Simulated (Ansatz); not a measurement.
A crystal relaxed with r2SCAN in the PAW code Ansatz has space group Imm2 (No. 44) and a = 4.234 Å, b = 12.680 Å, c = 5.967 Å.

| atom | site | x | y | z |
| --- | --- | --- | --- | --- |
| As | 2a | 0.0000 | 0.0000 | 0.0010 |
| Ga | 2b | 0.5000 | 0.0000 | 0.2284 |
| Xx | 4d | 0.0000 | 0.3344 | 0.9994 |
| Ga | 4d | 0.5000 | 0.3423 | 0.2609 |

r2SCAN gives a direct gap of 0.34 eV at Γ. The HSE06 gap is direct at Γ: 0.71 eV. Meshes: r2SCAN 8×8×8, HSE06 4×4×4.

Q: Which element is Xx?
A. Nb
B. P
C. Sb
D. N

A: C. Xx is Sb: Ga3Sb2As as one 6-atom ordering (Imm2) on the zincblende lattice. As has 4 Ga at 2.46–2.51 Å; Ga has 2 As at 2.51 Å and 2 Sb at 2.65 Å; Sb has 4 Ga at 2.63–2.65 Å; Ga has 1 As at 2.46 Å and 3 Sb at 2.63–2.65 Å.

All values are calculated for a non-magnetic cell, which may be hypothetical.

No spin-orbit coupling is included; it can move band edges with weight on the heavy atoms by tenths of an eV.
